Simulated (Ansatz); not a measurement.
Relaxed-ion elastic tensor of PtS₂ (CdI2 type, P-3m1) in GPa (Voigt order), plane-wave PAW LDA (Ansatz code); density 8.65 g/cm³, 16.58 Å³ per atom.

```csv
,1,2,3,4,5,6
1,252,75.0,37.1,-29.9,0.0,0.0
2,75.0,252,37.1,29.9,0.0,0.0
3,37.1,37.1,53.2,0.0,0.0,0.0
4,-29.9,29.9,0.0,56.9,0.0,0.0
5,0.0,0.0,0.0,0.0,56.9,-29.9
6,0.0,0.0,0.0,0.0,-29.9,88.6
```

Problem. Is the crystal mechanically stable?

Solution. Yes: the smallest eigenvalue of C is 38.9 GPa.

Problem. Work out the Voigt, Reuss and Hill averages.

Solution. K_V = 95.1, K_R = 51.4, K_H = 73.2; G_V = 67.7, G_R = 45.9, G_H = 56.8 GPa.

Problem. Give Young's modulus, Poisson's ratio, Pugh's ratio and the universal anisotropy index.

Solution. E = 9KG/(3K + G) = 135 GPa; ν = 0.19; K/G = 1.29 (brittle by the Pugh limit of 1.75); A_U = 5G_V/G_R + K_V/K_R − 6 = 3.23.

Problem. Estimate the sound speeds and the Debye temperature.

Solution. v_l = √((K + 4G/3)/ρ) = 4150 m/s, v_t = √(G/ρ) = 2560 m/s, mean 2830 m/s; Θ = (h/k)(3n/4πV)^(1/3) v_m = 330 K.

Problem. Solve the Christoffel equation for the three sound speeds along x, y, z.

Solution. Eigenvalues of C_ijkl n_j n_l equal ρv². In km/s, slowest first: x 2.12, 3.51, 5.40; y 2.46, 3.20, 5.45; z 2.48, 2.56, 2.56.

Problem. How much does each axis shrink under pressure?

Solution. Linear compressibilities β_i = Σ_j S_ij (j = 1 to 3): x 1.1, y 1.1, z 17 per TPa.

The LDA relaxation kept the symmetry of its start; phonons on a q-mesh show no instability. No spin polarisation was allowed. A crystal of weakly bound layers computed without a dispersion correction: the cell and the soft elastic constants depend strongly on that. As this level gives no gap, shear constants depend on the k-mesh and smearing (Fermi–Dirac, 0.1 eV here). Spin–orbit coupling is left out wherever it is not named.

Potentials: the later of the program's two PAW sets.
